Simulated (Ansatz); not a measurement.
**Computed properties of ZnCo$_{3}$C**

ZnCo$_{3}$C:
```
CELL_PARAMETERS angstrom
      3.68386     0.00000     0.00000
      0.00000     3.68386     0.00000
      0.00000     0.00000     3.68386
ATOMIC_POSITIONS crystal
  Zn 0.00000 0.00000 0.00000
  Co 0.00000 0.50000 0.50000
  Co 0.50000 0.00000 0.50000
  Co 0.50000 0.50000 0.00000
  C  0.50000 0.50000 0.50000
```
The run is spin-polarised; directions of the spins, atom by atom: 0 ↑ ↑ ↑ 0.

Space group Pm-3m (No. 221), anti-perovskite; conventional cell a = b = c = 3.684 Å, α = β = γ = 90.00°.

Method: plane-wave PAW PBEsol (Ansatz code). Geometry: relaxed at this level of theory. Other levels are named where they apply.

**Cell and energy**

- Volume per atom: 10.00 Å³
- Density: 8.44 g/cm³
- Formation energy from the elements (no fitted shifts): -0.067 eV/atom

**Electronic structure**

Electronic character: metallic (no gap)
Density of states at the Fermi level: 0.58 states/eV per atom (mean over ±0.08 eV)

**Magnetism**

Magnetic order: ferromagnetic
Net moment: 0.20 μB per atom

**Mechanics**

- Bulk modulus (Birch–Murnaghan fit) = 247 GPa
- Pressure derivative B′ = 4.5
- Mechanical stability = stable (all eigenvalues of C positive)
- Hill bulk and shear moduli = 246 and 124 GPa
- Young's modulus = 319 GPa
- Poisson's ratio = 0.28
- Debye temperature from the elastic constants = 591 K

The workflow started from a Materials Project entry (that database holds measured and hypothetical structures alike); the Crystallography Open Database copy checked does not list it. Whether it is the stable phase at ambient conditions was not checked. The cell was relaxed with PBEsol under the symmetry of its start; whether a distortion lowers the energy is not shown. The final state is ferromagnetic, the only order run, not a proven ground state. As this level gives no gap, shear constants depend on the k-mesh and smearing (Fermi–Dirac, 0.1 eV here). Point labels and valley counts follow the cell and symmetry of the run, lower than the named group. The references are the lowest solids computed at this level, not always the standard phases.

Potentials: the later of the program's two PAW sets.
